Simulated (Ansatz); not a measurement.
input.yaml (Ansatz)

```yaml
crystal:
  lattice:
    - [4.509410185, 0.0, 0.0]
    - [0.0, 4.509410185, 0.0]
    - [0.0, 0.0, 4.509410185]
  atoms:
    - { symbol: Cr, position: [1.0, 0.0, 0.0], spin: 1.5 }
    - { symbol: Cr, position: [0.5, 0.5, 0.5], spin: 1.5 }
    - { symbol: Cr, position: [0.25, 1.0, 0.5], spin: 1.5 }
    - { symbol: Cr, position: [0.75, 1.0, 0.5], spin: 1.5 }
    - { symbol: Cr, position: [0.5, 0.25, 1.0], spin: 1.5 }
    - { symbol: Cr, position: [0.5, 0.75, 1.0], spin: 1.5 }
    - { symbol: Cr, position: [0.0, 0.5, 0.25], spin: 1.5 }
    - { symbol: Cr, position: [0.0, 0.5, 0.75], spin: 1.5 }
hamiltonian:
  xc: mr2scan
  pseudopotentials:
    kind: paw
    azcp:
      Cr: "pseudopotentials/Cr.paw.azcp"
basis:
  ecutwfc: 500
  fft_grid_basis: typed
kpoints:
  mp_grid: { grid: [8, 8, 8], shift: [0, 0, 0] }
magnetization:
  spin_polarized: true
scf:
  occupations: { method: fermi_dirac, width: 0.05 }
```

Terminal output

```
Engine: ansatz 0.2.0, aarch64-unknown-linux-gnu
Pseudopotentials: kind: paw
Pseudopotential: Cr, paw, valence charge 14, recommended cutoff 500 eV (meta_gga) 
Functional definition: m-r2SCAN
  exchange = m_r2scan_x
  correlation = m_r2scan_c
Crystal: 8 atoms, lattice volume = 91.698 Å³
Basis set: ecut = 500 eV, 2325 PW (Γ), exchange–correlation on 144×144×144 points (64 copies of the dense FFT grid, shifted against one another)
Bands: 75, of which v1, the nominal top of the filled ones, is band 56 counted from 1 (55 counted from 0)
Symmetry: 48 space group operations
Space group: Pm-3n (ITA 223), of the structure as read, at distance tolerance 4.5e-5 Å
Magnetic group: BNS 223.104 (UNI 1606), of the structure as read, at distance tolerance 4.5e-5 Å
k-points: 35 of 512
Non-local potential: Cr, projectors of the file, l = 0: 3, l = 1: 2, l = 2: 3, l = 3: 1
PAW form: soft (Blöchl's): semilocal exchange-correlation on the pseudo side does not see the compensation charge
PAW frozen core: Cr, regenerated for the run's functional (the file was generated under x = pbe(κ = 0.804, μ = 0.2195149727645171), c = pbe(β = 0.06672455060314922))
PAW one-centre angular grid: Cr, 590 points (default); XC on 160 Gauss nodes
Initial density: superposition of atomic densities (chi_scale 0.1, normalization cell)
Starting moments: Σ|m| = 12 μB on 8 of 8 sites
Initial wavefunctions: pseudopotential atomic-orbital guess
Functional: x = mr2scan, c = mr2scan; τ floored in thin density (d = 2e-4 eV/Å³)
SCF iter   1: F=—  HF=-27071.416128 eV  |F-HF|=—  |Δ(HF+E_count)|=         —  Δρ=1.77e-1 (↑1.77e-1 ↓6.82e-2)  dr2=3.99e1  dr2_τ=2.49e-1  dr2_m=3.83e0  M=5.782 μB ∫|m|=5.782 μB  β_m=0.58  ethr=3.10e-3  ⟨swp⟩=4.0  Hψ=14883  notcnv=0
Mixer restart at iter 1: flushing history
spin=Collinear: Kerker preconditioning applied to the charge; magnetization (m = ρ↑ − ρ↓) channel mixes plain (no charge-response kernel on spin).
SCF iter   2: F=—  HF=-27058.637496 eV  |F-HF|=—  |Δ(HF+E_count)|=    1.28e1  Δρ=8.99e-2 (↑8.99e-2 ↓4.31e-2)  dr2=1.23e1  dr2_τ=1.48e-1  dr2_m=8.96e-1  M=5.048 μB ∫|m|=5.048 μB  β_m=1.00  ethr=3.10e-3  ⟨swp⟩=3.0  Hψ=10835  notcnv=0  defer=412  κ⁻¹=1.0e0(r=1)
SCF iter   3: F=—  HF=-27056.822533 eV  |F-HF|=—  |Δ(HF+E_count)|=    1.81e0  Δρ=2.55e-2 (↑2.55e-2 ↓2.11e-2)  dr2=7.88e-1  dr2_τ=2.55e-2  dr2_m=1.24e-1  M=3.065 μB ∫|m|=3.073 μB  β_m=1.00  ethr=3.10e-3  ⟨swp⟩=2.6  Hψ=10095  notcnv=0  defer=411  κ⁻¹=2.0e-2(r=2)
SCF iter   4: F=—  HF=-27057.474108 eV  |F-HF|=—  |Δ(HF+E_count)|=   6.52e-1  Δρ=1.73e-2 (↑1.47e-2 ↓1.73e-2)  dr2=2.38e-1  dr2_τ=1.57e-2  dr2_m=5.19e-2  M=1.958 μB ∫|m|=1.979 μB  β_m=0.30  ethr=7.04e-4  ⟨swp⟩=2.2  Hψ=7789  notcnv=0  defer=393  κ⁻¹=2.1e-3(r=3)
SCF iter   5: F=—  HF=-27058.905741 eV  |F-HF|=—  |Δ(HF+E_count)|=         —  Δρ=7.02e-3 (↑4.97e-3 ↓7.02e-3)  dr2=5.37e-3  dr2_τ=1.11e-3  dr2_m=2.73e-2  M=-0.125 μB ∫|m|=0.166 μB  β_m=0.30  ethr=2.13e-4  ⟨swp⟩=2.9  Hψ=10705  notcnv=0  defer=393
Mixer restart at iter 5: flushing history
...
SCF iter  14: F=—  HF=-27058.887679 eV  |F-HF|=—  |Δ(HF+E_count)|=   2.41e-7  Δρ=3.80e-6 (↑3.80e-6 ↓3.78e-6)  dr2=2.57e-8  dr2_τ=7.53e-10  dr2_m=9.95e-10  M=-0.000 μB ∫|m|=0.000 μB  β_m=0.58  ethr=1.34e-10  ⟨swp⟩=2.0  Hψ=8970  notcnv=0  defer=386  κ⁻¹=2.3e-7(r=8)
SCF iter  15: F=—  HF=-27058.887679 eV  |F-HF|=—  |Δ(HF+E_count)|=   1.51e-8  Δρ=1.60e-6 (↑1.34e-6 ↓1.60e-6)  dr2=2.86e-9  dr2_τ=1.14e-10  dr2_m=4.35e-10  M=0.000 μB ∫|m|=0.000 μB  β_m=0.58  ethr=2.29e-11  ⟨swp⟩=2.0  Hψ=7591  notcnv=0  defer=386  κ⁻¹=6.6e-8(r=8)
SCF iter  16: F=-27058.887679 eV  HF=-27058.887679 eV  |F-HF|=1.23e-8  |Δ(HF+E_count)|=   2.64e-9  Δρ=2.02e-6 (↑2.02e-6 ↓1.85e-6)  dr2=1.62e-8  dr2_τ=1.22e-10  dr2_m=1.01e-10  M=-0.000 μB ∫|m|=0.000 μB  ethr=2.56e-12  ⟨swp⟩=6.4  Hψ=19081  notcnv=0
SCF 1 converged in 16 iterations: F = -27058.887679 eV  dr2 = 1.62e-8
WARN: the starting moments were not kept: the SCF closed with an absolute magnetisation of 3.2e-5 μB, where they sum to 12 μB in size (8 sites). That is at most 0.1 of that sum. Measured as dr2_m measures the in/out step, that magnetisation stands 8.3e-11 eV from none, at or under the dr2_threshold of 1.0e-7 eV: it is no larger than a step whose dr2_m would equal this threshold. The system may hold no moment; this SCF shows only that its start led to no more than that. To try another start: raise the starting moments (crystal.atoms[].spin, magnetization.per_species, magnetization.initial_magnetization, or on a non-collinear deck that types none of these the spinor_matrix: blocks that start its atoms; where the total moment is fixed, keep their sum and leave initial_magnetization as it is; typed ones take the place of any that the run laid by itself, positive ones on a crystal's lanthanoids without a Hubbard term where scf.initial_density.shell_occupations: [] is typed) or, if the notice of its spin-set hold's release reads "site moments contracting" or "site moments show no strong build", lengthen the hold (scf.mixing.spin_hold: { on: { confirm: 4 } }; for m-r²SCAN on two components see the key's manual first). Each may lead to a state that holds a moment. A second SCF, from the converged charge density, with the starting moments and any scf.initial_density.shell_occupations laid on it anew, would have followed, and was not run: the deck does not ask for one (magnetization.retry_lost_moments is false, the default). To let it run, set magnetization.retry_lost_moments: true and run the deck again, where that key's refused combinations let it; where memory then withholds it, that run's warning says so.
this state was not tested for a lower state beside it, because the mixer in use, unlike msr1, does not test its closes by its own steps (another_mixer; see scf.mixing.algorithm and scf.lower_state_search)
SCF converged after 16 iterations
Magnetization: -0.0000 μB (56.0000 up, 56.0000 down)
Absolute magnetization: 0.0000 μB (∫|ρ↑−ρ↓|, with the PAW one-centre terms)
Spin contamination: 0.0000 ħ² per cell (⟨S²⟩ above its minimum at these occupations)
Per-site moments (μB) at R_I (Å): [(-6.242438822389805e-7, 1.0398452328092713), (-6.242438822337925e-7, 1.0398452328092713), (-1.9799754413822163e-6, 0.93006585065625), (-1.979975441326515e-6, 0.93006585065625), (-1.979975441007668e-6, 0.93006585065625), (-1.9799754411049002e-6, 0.93006585065625), (-1.9799754414583844e-6, 0.93006585065625), (-1.979975441521377e-6, 0.93006585065625)]
Free energy (F): -27058.887679 eV
Harris-Foulkes:  -27058.887679 eV  (|F-HF|=1.23e-8)
Internal energy: -27058.855157 eV  (E = F + TS)
E sigma→0 (E₀):  -27058.871418 eV
Entropy (-TS):   -0.032522 eV (-4.065 meV/atom)
Fermi energy:    19.385595 eV
--- Per-component energies (eV) ---
  E_band       = -1279.617970
  E_kinetic    = 2752.119712
  E_local      = -9393.152437  (includes V_loc(G=0)·N_el)
  E_nonlocal   = 629.519578
  E_hartree    = 4106.575044
  E_xc         = -1105.423388
  E_vxc        = -1608.776127  (∫ρ·V_xc dr)
  E_paw        = -9617.496687  (= ΣΔE_a)
  E_vpaw       = -1974.010850  (= ΣTr[D̂ρ^β])
  E_aug_tail   = 0.001664  (compensation charges beyond the density's cutoff)
  E_vtau       = 101.528985  (kinetic-family band-sum trace: ∫τ·v_τ [+ j·A + Jᵃ·Aᵃ] dr)
  E_ewald      = -14428.820024
  E_core_change = -2.178619  (= ΣΔE_core)
  E_smearing   = -0.032522  (= −TS)
  E_closure    = 0.000000  (closes the sum)
  Σ components = -27058.887679   (vs F -27058.887679, Δ=0.00e0)
```

Command:

```sh
ansatz run input.yaml --threads 4 --pin off --max-ram 8192MiB --backend cpu --events-out ev --progress --plain --runs-dir out
```

On 4 threads of Arm Neoverse V1 (shared host) this took about 36 s of wall time and 140 s of CPU time, with 0.95 GiB at the peak.
